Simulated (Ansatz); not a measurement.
CO$_{2}$:
```
CO2
1.0
    4.27146     0.00000     0.00000
    0.00000     4.27146     0.00000
    0.00000     0.00000     4.61451
C O
2 4
Direct
  0.50000   0.50000   0.50000
  0.00000   0.00000   0.00000
  0.30797   0.69203   0.50000
  0.69203   0.30797   0.50000
  0.80797   0.80797   0.00000
  0.19203   0.19203   0.00000
```

Relaxed with r²SCAN+D4.

Map the electron localisation function on the plane through (0.500, 0.500, 0.500) spanned by u = [1, 0, 0] and v = [0, 1, 0] in lattice vectors, from r²SCAN+D4 in the plane-wave PAW code Ansatz.

x is the fraction of u, y of v (the angle between them is 90°; rows are the nearest grid lines); atoms in the plane: C at (0.00, 0.00), O at (0.81, 0.19), O at (0.19, 0.81).
```
| .*%%##*=.  .=*##%%*. |
|.+%@%%%%#-   .=+*##+..|
|*%@%#%@@%*.   .-=+*++*|
|%@%=-*@@@#-    .:=+*#%|
|%%#-:*@@@%=     .:=+#%|
|#%%**%@@@#=      .:=*#|
|#%@@@@@@@#-       .-+#|
|*%@@@@@@%+:        .=*|
|=#%@@@@%*-          .=|
|.-*#%##+-.           .|
|  .-==-:              |
|              :-==-.  |
|.           .-+##%#*-.|
|=.          -*%@@@@%#=|
|*=.        :+%@@@@@@%*|
|#+-.       -#@@@@@@@%#|
|#*=:.      =#@@@%**%%#|
|%#+=:.     =%@@@*:-#%%|
|%#*+=:.    -#@@@*-=%@%|
|*++*+=-.   .*%@@%#%@%*|
|..+##*+=.   -#%%%%@%+.|
| .*%%##*=.  .=*##%%*. |
```
Scale: ten equal steps from 0.001 (start of ' ') to 0.880 (end of '@'), in the order ' .:-=+*#%@'; x runs from 0.000 to 1.00, y from 0.000 (bottom) to 1.00 (top).

The density is the valence pseudo-density with augmentation charge, so density and ELF within about 1 Å of a nucleus are not all-electron values.

Space group P4_2/mnm. The workflow started from a Materials Project entry (that database holds measured and hypothetical structures alike); the Crystallography Open Database copy checked does not list it. COD files the formula under space group No. 122, 205. The cell was relaxed with r²SCAN+D4 under the symmetry of its start; its stability against distortions is not shown here. The substance is a gas or liquid at ambient conditions.

Potentials: the later of the program's two PAW sets.
